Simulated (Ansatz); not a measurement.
C:
```yaml
crystal:
  lattice:
    - [2.45312, 0.00000, 0.00000]
    - [-1.22656, 2.12447, 0.00000]
    - [0.00000, 0.00000, 6.76932]
  atoms:
    - { symbol: C, position: [0.00000, 0.00000, 0.25000] }
    - { symbol: C, position: [0.00000, 0.00000, 0.75000] }
    - { symbol: C, position: [0.33333, 0.66667, 0.25000] }
    - { symbol: C, position: [0.66667, 0.33333, 0.75000] }
```

This is the r²SCAN+D4-relaxed structure. Tensor components refer to the Cartesian frame of this cell.

Question: All from DFT-r²SCAN+D4 in the program Ansatz with PAW potentials, unless another level is named. Predict the bulk modulus (Birch–Murnaghan fit).

Answer: 33.9 GPa.

Question: Next, the highest zone-centre frequency?

Answer: 1607 cm⁻¹.

Question: Next, the elastic constants (relaxed ions, GPa)?

Answer: C11 = 1090, C12 = 188, C13 = -4.9, C33 = 36.0, C44 = 4.0.

Space group P6_3/mmc (graphite). The r²SCAN+D4 relaxation kept the symmetry of its start; of distortions, only those at the zone centre were tested. As this level gives no gap, shear constants depend on the k-mesh and smearing (Fermi–Dirac, 0.1 eV here). As this level gives no gap, phonon frequencies hold no LO–TO term and depend on the k-mesh and smearing (Fermi–Dirac, 0.1 eV here).

Potentials: the later of the program's two PAW sets.
